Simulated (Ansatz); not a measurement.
BPd2 in space group Pnnm (No. 58; Pd on 4g, B on 2a) under volume change, plane-wave PAW r²SCAN (Ansatz code), shape and atoms relaxed at each volume.

```tsv
V (Å³/atom)	E − E(relaxed) (meV/atom)	P (GPa)
11.545	71.8	22.23
11.926	?	?
12.306	7.0	6.06
12.687	0.0	0.00
13.068	6.1	-4.99
13.448	22.9	-9.02
13.829	?	?
```

### Question
What belongs in the gaps?

### Answer

- 11.926, E − E(relaxed) (meV/atom): 29.8
- 11.926, P (GPa): 13.40
- 13.829, E − E(relaxed) (meV/atom): 48.3
- 13.829, P (GPa): -12.21

### Question
What does a third-order Birch–Murnaghan fit give for V₀, B₀ and B′?

### Answer
V₀ = 12.69 Å³/atom, B₀ = 181 GPa, B′ = 5.6.

The workflow started from an entry of the Crystallography Open Database (COD). Whether it is the stable phase at ambient conditions was not checked. The r²SCAN relaxation kept the symmetry of its start; its stability against distortions is not shown here. No spin polarisation was allowed. Scalar-relativistic: spin–orbit coupling is off unless named, which matters more the heavier the elements.

Potentials: the later of the program's two PAW sets.
